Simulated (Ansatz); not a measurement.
NaCl:
```
NaCl
1.0
    3.46045     0.00000     0.00000
    0.00000     3.46045     0.00000
    0.00000     0.00000     3.46045
Na Cl
1 1
Direct
  0.00000   0.00000   0.00000
  0.50000   0.50000   0.50000
```

Relaxed with r²SCAN. Independent-particle spectrum: no excitons, no local fields, no scissors shift; 0.1 eV broadening; ε₁ of the summed bands alone.

**Question.** Tabulate the dielectric function from DFT-r²SCAN in the program Ansatz with PAW potentials.

**Answer.** 

```csv
E (eV),ε₁ xx,ε₂ xx
0.0,2.74,0.00
0.3,2.75,0.00
0.6,2.75,0.00
0.9,2.76,0.00
1.2,2.77,0.00
1.5,2.79,0.00
1.8,2.80,0.00
2.1,2.83,0.00
2.4,2.85,0.00
2.7,2.89,0.00
3.0,2.93,0.00
3.3,2.97,0.00
3.6,3.03,0.00
3.9,3.09,0.00
4.2,3.17,0.00
4.5,3.26,0.00
4.8,3.38,0.00
5.1,3.54,0.00
5.4,3.85,0.04
5.7,4.03,0.40
6.0,4.05,0.62
6.3,4.09,0.79
6.6,4.13,0.96
6.9,4.18,1.12
7.2,4.25,1.30
7.5,4.35,1.51
7.8,4.42,1.89
8.1,4.15,2.04
8.4,4.32,1.64
8.7,5.85,2.12
9.0,6.14,3.87
9.3,4.49,7.22
9.6,2.27,4.98
9.9,2.70,5.39
10.2,1.85,6.09
10.5,-0.45,5.66
10.8,-0.38,4.35
11.1,-0.56,3.83
11.4,-0.96,3.33
11.7,-0.97,2.23
12.0,-0.18,1.74
```

**Question.** From ε at 6.0 eV (xx: 4.05 + 0.62i), find n, k, the normal reflectivity and the absorption coefficient.

**Answer.** n = 2.02, k = 0.154, R = 12 %, α = 2kE/ħc = 94000 cm⁻¹.

With all bands, ε∞ without local fields is 2.79. DFPT, with local fields, gives 2.58.

Space group Pm-3m (CsCl type). This is a known high-pressure phase of the composition, computed here at zero pressure and temperature. The r²SCAN relaxation kept the symmetry of its start; of distortions, only those at the zone centre were tested.

Potentials: the earlier of the program's two PAW sets.
